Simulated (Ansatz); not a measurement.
GaAs:
```cif
data_AsGa
_chemical_formula_sum 'As1 Ga1'
_space_group_name_H-M_alt 'P 1'
_space_group_IT_number 1
_cell_length_a 4.00130
_cell_length_b 4.00130
_cell_length_c 4.00130
_cell_angle_alpha 60.000
_cell_angle_beta 60.000
_cell_angle_gamma 60.000
loop_
_space_group_symop_operation_xyz
  'x, y, z'
loop_
_atom_site_label
_atom_site_type_symbol
_atom_site_fract_x
_atom_site_fract_y
_atom_site_fract_z
_atom_site_occupancy
As1 As 0.75000 0.75000 0.75000 1
Ga1 Ga 0.00000 0.00000 0.00000 1
```

Relaxed with PBEsol. Independent-particle spectrum: no excitons, no local fields, no scissors shift; 0.1 eV broadening; ε₁ of the summed bands alone.

Task: Tabulate the dielectric function from plane-wave PAW PBEsol (Ansatz code).

Result: 

```csv
E (eV),ε₁ xx,ε₂ xx
0.0,14.86,0.00
0.4,15.68,0.28
0.8,15.65,1.56
1.2,16.36,2.02
1.6,18.49,2.89
2.0,25.69,9.76
2.4,12.39,15.35
2.8,10.20,12.03
3.2,11.46,10.49
3.6,17.54,14.39
4.0,16.23,26.91
4.4,-10.68,20.66
4.8,-6.49,12.63
5.2,-5.26,9.50
5.6,-3.48,12.04
6.0,-6.64,7.43
6.4,-5.81,5.59
6.8,-5.12,4.23
7.2,-4.35,3.27
7.6,-3.65,2.69
8.0,-3.06,2.28
8.4,-2.37,2.32
8.8,-2.71,2.04
9.2,-2.41,1.60
9.6,-2.10,1.36
10.0,-1.84,1.16
10.4,-1.64,1.04
10.8,-1.49,0.92
11.2,-1.31,0.75
11.6,-1.14,0.60
12.0,-0.93,0.55
```

Task: From ε at 0.7 eV (xx: 15.65 + 1.43i), find n, k, the normal reflectivity and the absorption coefficient.

Result: n = 3.96, k = 0.181, R = 36 %, α = 2kE/ħc = 13000 cm⁻¹.

With all bands, ε∞ without local fields is 14.9. DFPT, with local fields, gives 14.3.

Space group F-43m (zinc blende). Symmetry was held in the PBEsol relaxation. Scalar-relativistic: spin–orbit coupling is off unless named, which matters more the heavier the elements.

Potentials: the later of the program's two PAW sets.
